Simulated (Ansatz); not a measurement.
# Kick test of a cell of CsZnSbO3

The structure comes from a generated guess, relaxed at this level; another structure or a mixture of phases may lie lower.

All numbers below come from DFT PBE, scalar-relativistic, plane waves, PAW in Ansatz 0.2.0. Settings: cutoff 420 eV, Γ-centred mesh 6×6×6 on the computed 6-atom cell, Gaussian smearing of 0.02 eV; no spin polarisation.

The cell below (6 atoms, space group R3m (No. 160) when read loosely, Cm at 0.01 Å) is relaxed within its symmetry.

```xyz
6
Lattice="4.4021 -3.1400 0.0195 4.4021 3.1400 0.0195 -2.1989 0.0000 4.9520" Properties=species:S:1:pos:R:3 pbc="T T T"
Cs    1.3170    0.0000    3.2738
Zn    7.6078    0.0000    0.4635
Sb    4.8607    0.0000    1.6909
O     3.6313    1.4791    1.3045
O     3.6313   -1.4791    1.3045
O     4.6738    0.0000    3.6436
```

For the test a repeat of it with 12 atoms (edges 5.41, 5.42, 10.39 Å) was strained at random (σ = 1.5 % a component), the atoms were moved at random (σ = 0.10 Å), and all was relaxed again on a coarse 4×4×2 mesh (in the run’s order of axes) with 0.10 eV smearing, with no symmetry imposed.

Spin–orbit coupling, which can matter for Sb, is left out.

**Question.** Is the structure stable against such a distortion?

**Answer.** It returns, within 1 meV/atom of the unmoved cell on that mesh and with the same symmetry when read at 0.1 Å (P1 at 0.01 Å, so small strains and shifts remain). So it is stable against the distortions that fit this cell and that this random move excites. Modes that don't fit the cell aren't tested.
